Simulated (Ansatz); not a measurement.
Relaxed-ion elastic tensor of B$_{4}$C in space group R-3m (No. 166; B on 18h, B on 18h, C on 6c, C on 3b) in GPa (Voigt order), PBEsol (plane waves, PAW; program Ansatz); density 2.51 g/cm³, 7.32 Å³ per atom.

```tsv
	1	2	3	4	5	6
1	504	126	79.2	20.3	0.0	0.0
2	126	504	79.2	-20.3	0.0	0.0
3	79.2	79.2	525	0.0	0.0	0.0
4	20.3	-20.3	0.0	139	0.0	0.0
5	0.0	0.0	0.0	0.0	139	20.3
6	0.0	0.0	0.0	0.0	20.3	189
```

Task: Is the crystal mechanically stable?

Result: Yes: the smallest eigenvalue of C is 132 GPa.

Task: Work out the Voigt, Reuss and Hill averages.

Result: K_V = 233, K_R = 233, K_H = 233; G_V = 177, G_R = 168, G_H = 172 GPa.

Task: Give Young's modulus, Poisson's ratio, Pugh's ratio and the universal anisotropy index.

Result: E = 9KG/(3K + G) = 415 GPa; ν = 0.20; K/G = 1.35 (brittle by the Pugh limit of 1.75); A_U = 5G_V/G_R + K_V/K_R − 6 = 0.26.

Task: Estimate the sound speeds and the Debye temperature.

Result: v_l = √((K + 4G/3)/ρ) = 13600 m/s, v_t = √(G/ρ) = 8290 m/s, mean 9160 m/s; Θ = (h/k)(3n/4πV)^(1/3) v_m = 1400 K.

Task: Solve the Christoffel equation for the three sound speeds along x, y, z.

Result: Eigenvalues of C_ijkl n_j n_l equal ρv². In km/s, slowest first: x 7.26, 8.84, 14.18; y 7.42, 8.68, 14.19; z 7.46, 7.46, 14.47.

Task: How much does each axis shrink under pressure?

Result: Linear compressibilities β_i = Σ_j S_ij (j = 1 to 3): x 1.4, y 1.4, z 1.5 per TPa.

The first step of the workflow began from a Materials Project structure, measured or hypothetical; the Crystallography Open Database copy checked does not list it. Its standing as an ambient phase is unchecked. The PBEsol relaxation kept the symmetry of its start; whether a distortion lowers the energy is not shown.

Potentials: the earlier of the program's two PAW sets. The files were generated under PBE; for other functionals the program regenerates the frozen cores, and for LDA and PBEsol the local potential too.
